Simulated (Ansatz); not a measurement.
Relaxed-ion elastic tensor of Ti3GeC2 in space group P6_3/mmc (No. 194; Ti on 4f, Ti on 2a, Ge on 2b, C on 4f) in GPa (Voigt order), DFT-PBEsol in the program Ansatz with PAW potentials; density 5.54 g/cm³, 12.00 Å³ per atom.

```csv
,1,2,3,4,5,6
1,376,98.1,102,0.0,0.0,0.0
2,98.1,376,102,0.0,0.0,0.0
3,102,102,348,0.0,0.0,0.0
4,0.0,0.0,0.0,149,0.0,0.0
5,0.0,0.0,0.0,0.0,149,0.0
6,0.0,0.0,0.0,0.0,0.0,139
```

Is the crystal mechanically stable?

Yes: the smallest eigenvalue of C is 139 GPa.

Work out the Voigt, Reuss and Hill averages.

K_V = 189, K_R = 189, K_H = 189; G_V = 141, G_R = 140, G_H = 140 GPa.

Give Young's modulus, Poisson's ratio, Pugh's ratio and the universal anisotropy index.

E = 9KG/(3K + G) = 338 GPa; ν = 0.20; K/G = 1.35 (brittle by the Pugh limit of 1.75); A_U = 5G_V/G_R + K_V/K_R − 6 = 0.02.

Estimate the sound speeds and the Debye temperature.

v_l = √((K + 4G/3)/ρ) = 8240 m/s, v_t = √(G/ρ) = 5030 m/s, mean 5560 m/s; Θ = (h/k)(3n/4πV)^(1/3) v_m = 723 K.

Solve the Christoffel equation for the three sound speeds along x, y, z.

Eigenvalues of C_ijkl n_j n_l equal ρv². In km/s, slowest first: x 5.01, 5.18, 8.24; y 5.01, 5.18, 8.24; z 5.18, 5.18, 7.93.

How much does each axis shrink under pressure?

Linear compressibilities β_i = Σ_j S_ij (j = 1 to 3): x 1.7, y 1.7, z 1.9 per TPa.

The first step of the workflow began from a Materials Project structure, measured or hypothetical; the Crystallography Open Database copy checked does not list it. Whether it is the stable phase at ambient conditions was not checked. Symmetry was held in the PBEsol relaxation; whether a distortion lowers the energy is not shown. The run is not spin-polarised. As this level gives no gap, shear constants depend on the k-mesh and smearing (Fermi–Dirac, 0.1 eV here).

Potentials: the later of the program's two PAW sets.
